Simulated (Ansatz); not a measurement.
An Ansatz (an electronic-structure program) run. Input:

Ansatz 0.2 input:
```yaml
crystal:
  lattice:
    - [3.740977409, 0.0, 0.0]
    - [0.0, 3.740977409, 0.0]
    - [0.0, 0.0, 3.740977409]
  atoms:
    - { symbol: Ir, position: [0.5, 0.5, 0.5] }
    - { symbol: O, position: [0.5, 0.5, 0.0] }
    - { symbol: O, position: [0.0, 0.5, 0.5] }
    - { symbol: O, position: [0.5, 0.0, 0.5] }
kpoints:
  mp_grid: { grid: [8, 8, 8] }
  band_path:
    path:
      - [[0.0, 0.0, 0.0], [0.0, 0.5, 0.0], [0.5, 0.5, 0.0], [0.0, 0.0, 0.0], [0.5, 0.5, 0.5], [0.0, 0.5, 0.0]]  # Γ-X-M-Γ-R-X
      - [[0.5, 0.5, 0.5], [0.5, 0.5, 0.0]]  # R-M
    npoints: 12
basis: { xc_grid: 2 }
hamiltonian:
  xc: pbesol
  pseudopotentials: { kind: paw }
magnetization: { noncollinear: true, spin_orbit: true }
scf:
  n_extra_bands: 13
  convergence: { dr2_threshold: 0.0000000001 }
  occupations: { method: gaussian, width: 0.05 }
output: { eigenvalues: true }
```

Output (shortened):

```
Pseudopotential: Ir, paw_fr, valence charge 17
Pseudopotential: O, paw_fr, valence charge 6
Functional definition: PBEsol
non-collinear run that drives no moment, with spin-orbit …
Crystal: 4 atoms, lattice volume = 52.355 Å³
Basis set: ecut = 420 eV, 1021 PW (Γ), exchange–correlation on 54×54×54 points (8 copies of the dense FFT grid, shifted against one another)
Bands: 48, of which v1, the nominal top of the filled ones, is band 35 counted from 1 (34 counted from 0)
Symmetry: 48 space group operations + 48 with time reversal
k-points: 35 of 512
Projection manifold: j_resolved (fully-relativistic pseudo-atomic orbitals)
SCF iter   1: F=—  HF=-13507.259050 eV  |F-HF|=—  |Δ(HF+E_count)|=         —  Δρ=7.05e-2  dr2=1.65e0  dr2_m=0.00e0 (ungated)  ethr=3.10e-3  |M|=0.00e0 ∫|m|=0.00e0 μB  |m|>n=0.0e0 m-floor=0.0e0 τ_xc=0.0e0  β_m=0.30  ⟨swp⟩=7.7  Hψ=4089  notcnv=0  defer=50
preconditioner: auto → Resta (q_TF=auto, 2.551 Å⁻¹)
spin=Noncollinear: Resta preconditioning applied to the charge; magnetization (m_x, m_y, m_z) channels mix plain (no charge-response kernel on spin).
SCF iter   2: F=—  HF=-13507.020868 eV  |F-HF|=—  |Δ(HF+E_count)|=   2.38e-1  Δρ=4.03e-2  dr2=2.63e-1  dr2_m=0.00e0 (ungated)  ethr=3.10e-3  |M|=0.00e0 ∫|m|=0.00e0 μB  |m|>n=0.0e0 m-floor=0.0e0 τ_xc=0.0e0  β_m=0.38  ⟨swp⟩=2.2  Hψ=1178  notcnv=0  defer=238
preconditioner: auto → none
SCF iter   3: F=—  HF=-13507.019913 eV  |F-HF|=—  |Δ(HF+E_count)|=   9.55e-4  Δρ=2.16e-2  dr2=9.01e-2  dr2_m=0.00e0 (ungated)  ethr=7.52e-4  |M|=0.00e0 ∫|m|=0.00e0 μB  |m|>n=0.0e0 m-floor=0.0e0 τ_xc=0.0e0  β_m=0.45  ⟨swp⟩=3.0  Hψ=1266  notcnv=0  defer=246
SCF iter   4: F=—  HF=-13507.022844 eV  |F-HF|=—  |Δ(HF+E_count)|=   2.93e-3  Δρ=4.49e-3  dr2=3.33e-3  dr2_m=0.00e0 (ungated)  ethr=2.57e-4  |M|=0.00e0 ∫|m|=0.00e0 μB  |m|>n=0.0e0 m-floor=0.0e0 τ_xc=0.0e0  β_m=0.52  ⟨swp⟩=2.4  Hψ=1178  notcnv=0  defer=246
SCF iter   5: F=—  HF=-13507.023815 eV  |F-HF|=—  |Δ(HF+E_count)|=   9.71e-4  Δρ=5.15e-4  dr2=6.38e-5  dr2_m=0.00e0 (ungated)  ethr=9.51e-6  |M|=0.00e0 ∫|m|=0.00e0 μB  |m|>n=0.0e0 m-floor=0.0e0 τ_xc=0.0e0  β_m=0.72  ⟨swp⟩=2.3  Hψ=1044  notcnv=0  defer=242
SCF iter   6: F=—  HF=-13507.023921 eV  |F-HF|=—  |Δ(HF+E_count)|=   1.07e-4  Δρ=9.73e-5  dr2=2.94e-6  dr2_m=0.00e0 (ungated)  ethr=1.82e-7  |M|=0.00e0 ∫|m|=0.00e0 μB  |m|>n=0.0e0 m-floor=0.0e0 τ_xc=0.0e0  β_m=0.76  ⟨swp⟩=2.4  Hψ=1251  notcnv=0  defer=242
SCF iter   7: F=—  HF=-13507.023919 eV  |F-HF|=—  |Δ(HF+E_count)|=   2.12e-6  Δρ=7.33e-6  dr2=1.52e-8  dr2_m=0.00e0 (ungated)  ethr=8.39e-9  |M|=0.00e0 ∫|m|=0.00e0 μB  |m|>n=0.0e0 m-floor=0.0e0 τ_xc=0.0e0  β_m=0.81  ⟨swp⟩=2.1  Hψ=1324  notcnv=0  defer=242
SCF iter   8: F=—  HF=-13507.023919 eV  |F-HF|=—  |Δ(HF+E_count)|=   2.94e-8  Δρ=9.43e-7  dr2=3.48e-10  dr2_m=0.00e0 (ungated)  ethr=4.35e-11  |M|=0.00e0 ∫|m|=0.00e0 μB  |m|>n=0.0e0 m-floor=0.0e0 τ_xc=0.0e0  β_m=0.90  ⟨swp⟩=2.0  Hψ=1214  notcnv=0  defer=242
SCF iter   9: F=-13507.023919 eV  HF=-13507.023919 eV  |F-HF|=3.64e-12  |Δ(HF+E_count)|=  4.91e-10  Δρ=9.66e-8  dr2=5.17e-12  dr2_m=0.00e0 (ungated)  ethr=1.00e-12  |M|=0.00e0 ∫|m|=0.00e0 μB  |m|>n=0.0e0 m-floor=0.0e0 τ_xc=0.0e0  ⟨swp⟩=11.2  Hψ=3045  notcnv=0
SCF 1 converged in 9 iterations: F = -13507.023919 eV  dr2 = 5.17e-12
NSCF: frozen V_eff on 74 k-points
SCF converged after 9 iterations
Magnetization: |M| = 0.0000 μB,  M = (+0.0000, +0.0000, +0.0000) μB
Absolute magnetization: 0.0000 μB (∫|m|)
  site 0: m = (+0.0000, +0.0000, +0.0000) μB, |m| = 0.0000 μB  (R = 0.77 Å)
  site 1: m = (+0.0000, +0.0000, +0.0000) μB, |m| = 0.0000 μB  (R = 0.77 Å)
  site 2: m = (+0.0000, +0.0000, +0.0000) μB, |m| = 0.0000 μB  (R = 0.77 Å)
  site 3: m = (+0.0000, +0.0000, +0.0000) μB, |m| = 0.0000 μB  (R = 0.77 Å)
Free energy (F): -13507.023919 eV
Harris-Foulkes:  -13507.023919 eV  (|F-HF|=3.64e-12)
Internal energy: -13507.017034 eV  (E = F + TS)
E sigma→0 (E₀):  -13507.020476 eV
Entropy (-TS):   -0.006885 eV (-1.721 meV/atom)
Fermi energy:    7.917820 eV
--- Per-component energies (eV) ---
  E_band       = -446.765443
  E_kinetic    = 1136.524140
  E_local      = -3683.657106  (includes V_loc(G=0)·N_el)
  E_nonlocal   = 212.491766
  E_hartree    = 1397.953140
  E_xc         = -478.724192
  E_vxc        = -571.871012  (∫ρ·V_xc dr)
  E_paw        = -9568.970696  (= ΣΔE_a)
  E_vpaw       = -336.166830  (= ΣTr[D̂ρ^β])
  E_aug_tail   = 0.007264  (compensation charges beyond the density's cutoff)
  E_ewald      = -2523.017730
  E_core_change = 0.376379  (= ΣΔE_core)
  E_smearing   = -0.006885  (= −TS)
  E_closure    = 0.000000  (closes the sum)
  Σ components = -13507.023919   (vs F -13507.023919, Δ=0.00e0)
  [band-id]    e_kinetic+e_local+e_nonlocal+2·e_hartree+e_vxc+e_vpaw+e_augmentation_tail = -446.765498   (vs E_band -446.765443, Δ=-5.54e-5)
--- Band table (eV; the first three rows and the last of 35) ---
  k-point 0: bands = ["-87.3206", "-87.3206", "-54.1947", "-54.1947", "-40.5812", "-40.5812", "-40.5812", "-40.5812", "-12.3465", "-12.3465", "-11.3395", "-11.3395", "-11.3395", "-11.3395", "1.8369", "1.8369", "2.8541", "2.8541", "2.8541", "2.8541", "3.3828", …
  k-point 1: bands = ["-87.3206", "-87.3206", "-54.1948", "-54.1948", "-40.5836", "-40.5836", "-40.5809", "-40.5809", "-12.2688", "-12.2688", "-11.3361", "-11.3361", "-11.2469", "-11.2469", "1.3971", "1.3971", "2.4196", "2.4196", "2.6861", "2.6861", "3.0612", …
  k-point 2: bands = ["-87.3206", "-87.3206", "-54.1952", "-54.1952", "-40.5894", "-40.5894", "-40.5803", "-40.5803", "-12.1195", "-12.1195", "-11.3279", "-11.3279", "-10.9439", "-10.9439", "-0.0971", "-0.0971", "1.9489", "1.9489", "2.2320", "2.2320", …
  k-point 34: bands = ["-87.3209", "-87.3209", "-54.1974", "-54.1974", "-40.6028", "-40.6028", "-40.6028", "-40.6028", "-10.4821", "-10.4821", "-10.0420", "-10.0420", "-10.0420", "-10.0420", "-2.3575", "-2.3575", "-2.3575", "-2.3575", "-1.4108", "-1.4108", …
```

Cost: roughly 30 core-seconds on shared cores.

Space group Pm-3m (ReO3 type). The first step of the workflow began from a Materials Project structure, measured or hypothetical; the Crystallography Open Database copy checked does not list it. Its standing as an ambient phase is unchecked. The cell was relaxed with PBEsol under the symmetry of its start; whether a distortion lowers the energy is not shown. The run is not spin-polarised.

Potentials: the later of the program's two PAW sets.

Ansatz is a plane-wave DFT program.
